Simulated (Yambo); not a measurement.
GaN (zinc blende, space group F-43m, No. 216), G0W0@PBE in Yambo with this input:

```
rim_cut
gw0
dyson
el_el_corr
HF_and_locXC
ppa
em1d
RandQpts= 1000000
RandGvec= 1 Ry
EXXRLvcs= 114 Ry
VXCRLvcs= 456 Ry
Chimod= "HARTREE"
% BndsRnXp
 5 | 146 |
%
NGsBlkXp= 18 Ry
% LongDrXp
 1.0 | 1.0 | 1.0 |
%
PPAPntXp= 27.2114 eV
% GbndRnge
 1 | 146 |
%
GTermKind= "BG"
DysSolver= "n"
ExtendOut
```

On a 6×6×6 mesh, with wavefunctions cut at 114 Ry, the gap (Γ → Γ) is 2.736 eV and the valence edge shifts by -0.675 eV.

Problem. What happens with this change: no terminator?

Solution. The gap falls by 0.052 eV, to 2.684 eV; the shift of the valence edge becomes -0.579 eV. Neither run is shown to be the converged limit.

Spin-orbit coupling is not included.

Geometry relaxed with PBEsol; primitive cell a = 3.182 Å, b = 3.182 Å, c = 3.182 Å, α = 60.00°, β = 60.00°, γ = 60.00°.

This is not the ordinary phase of the substance; no match was found in the copy of COD used, and its stability was not checked.

A shift is the quasiparticle energy of the state minus its PBE energy.

The potentials are those of PseudoDojo's stringent table.
